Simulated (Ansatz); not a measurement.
Relaxed-ion elastic tensor of ZnO (wurtzite, P6_3mc) in GPa (Voigt order), r²SCAN in the plane-wave PAW code Ansatz; density 5.72 g/cm³, 11.81 Å³ per atom.

```
 210   129   113   0.0   0.0   0.0
 129   210   113   0.0   0.0   0.0
 113   113   221   0.0   0.0   0.0
 0.0   0.0   0.0  38.0   0.0   0.0
 0.0   0.0   0.0   0.0  38.0   0.0
 0.0   0.0   0.0   0.0   0.0  40.5
```

**Question.** Is the crystal mechanically stable?

**Answer.** Yes: the smallest eigenvalue of C is 38.0 GPa.

**Question.** Work out the Voigt, Reuss and Hill averages.

**Answer.** K_V = 150, K_R = 150, K_H = 150; G_V = 42.4, G_R = 41.6, G_H = 42.0 GPa.

**Question.** Give Young's modulus, Poisson's ratio, Pugh's ratio and the universal anisotropy index.

**Answer.** E = 9KG/(3K + G) = 115 GPa; ν = 0.37; K/G = 3.58 (ductile by the Pugh limit of 1.75); A_U = 5G_V/G_R + K_V/K_R − 6 = 0.09.

**Question.** Estimate the sound speeds and the Debye temperature.

**Answer.** v_l = √((K + 4G/3)/ρ) = 6000 m/s, v_t = √(G/ρ) = 2710 m/s, mean 3050 m/s; Θ = (h/k)(3n/4πV)^(1/3) v_m = 399 K.

**Question.** Solve the Christoffel equation for the three sound speeds along x, y, z.

**Answer.** Eigenvalues of C_ijkl n_j n_l equal ρv² (piezoelectric stiffening left out). In km/s, slowest first: x 2.58, 2.66, 6.06; y 2.58, 2.66, 6.06; z 2.58, 2.58, 6.22.

**Question.** How much does each axis shrink under pressure?

**Answer.** Linear compressibilities β_i = Σ_j S_ij (j = 1 to 3): x 2.2, y 2.2, z 2.3 per TPa.

The r²SCAN relaxation kept the symmetry of its start; phonons on a q-mesh show no instability.

Potentials: the later of the program's two PAW sets.
